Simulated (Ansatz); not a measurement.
## Calculated ¹⁷O NMR of the central transition for MgSiH6O6

Cell: a COD entry (perhaps calculated rather than measured), ions relaxed with PBE at fixed cell.

```cif
data_MgSiH6O6
_symmetry_space_group_name_H-M 'P2_1'
_symmetry_Int_Tables_number 4
_cell_length_a 5.1131
_cell_length_b 5.1898
_cell_length_c 7.3303
_cell_angle_alpha 90.000
_cell_angle_beta 90.030
_cell_angle_gamma 90.000
loop_
_atom_site_label
_atom_site_type_symbol
_atom_site_symmetry_multiplicity
_atom_site_Wyckoff_symbol
_atom_site_fract_x
_atom_site_fract_y
_atom_site_fract_z
Mg Mg 2 a 0.7523 0.5083 0.2510
Si Si 2 a 0.2523 0.0081 0.2493
H5 H 2 a 0.4602 0.7988 0.4894
H7 H 2 a 0.9647 0.7054 0.9856
H9 H 2 a 0.3008 0.5439 0.7738
H11 H 2 a 0.7722 0.9549 0.7314
H13 H 2 a 0.9313 0.8544 0.4486
H15 H 2 a 0.4082 0.6902 0.0495
O17 O 2 a 0.3703 0.9658 0.4793
O19 O 2 a 0.8698 0.5408 0.9798
O21 O 2 a 0.8885 0.8119 0.6892
O23 O 2 a 0.4398 0.6671 0.8129
O25 O 2 a 0.9471 0.8510 0.3135
O27 O 2 a 0.3995 0.7053 0.1854
```

One atom of each set is listed.

Computed with Ansatz: DFT, PBE, plane waves and PAW, scalar-relativistic, 420 eV cutoff, Γ-centred 4×4×3 k-points, Fermi–Dirac smearing 0.02 eV.

¹⁷O has I = 5/2 and Q = -25.58 mb (Pyykkö 2018); at 21.1 T its Larmor frequency is ν₀ = 121.8 MHz. Only the quadrupole interaction is simulated: positions count from each site's isotropic chemical shift, and J coupling is left out, as are shift anisotropy and dipolar coupling, which fast spinning averages.

(1) Simulate the second-order pattern (fast magic-angle spinning, Gaussian broadening 0.3 kHz) of site O19 (1 H at 0.98 Å, 1 Si at 1.80 Å, 1 Mg at 2.08 Å; also 1 H at 1.95 Å).

Answers

(1) The calculation gives C_Q = -6.73 MHz and η = 0.91, so ν_Q = 1.01 MHz and the centre of gravity lies at -23.4 ppm (-2.85 kHz).

| offset (kHz) | height |
| --- | --- |
| -6.695 | 0 |
| -6.467 | 2 |
| -6.238 | 8 |
| -6.010 | 15 |
| -5.782 | 17 |
| -5.553 | 18 |
| -5.325 | 19 |
| -5.097 | 20 |
| -4.868 | 21 |
| -4.640 | 22 |
| -4.412 | 24 |
| -4.183 | 26 |
| -3.955 | 28 |
| -3.727 | 36 |
| -3.498 | 64 |
| -3.270 | 93 |
| -3.042 | 100 |
| -2.813 | 86 |
| -2.585 | 65 |
| -2.357 | 54 |
| -2.128 | 47 |
| -1.900 | 43 |
| -1.672 | 39 |
| -1.443 | 36 |
| -1.215 | 34 |
| -0.987 | 32 |
| -0.758 | 30 |
| -0.530 | 29 |
| -0.302 | 27 |
| -0.073 | 18 |
| 0.155 | 3 |
| 0.383 | 0 |

The database entry as given showed forces above 3 eV/Å or a pressure above 30 GPa, though relaxing it moves no atom far.
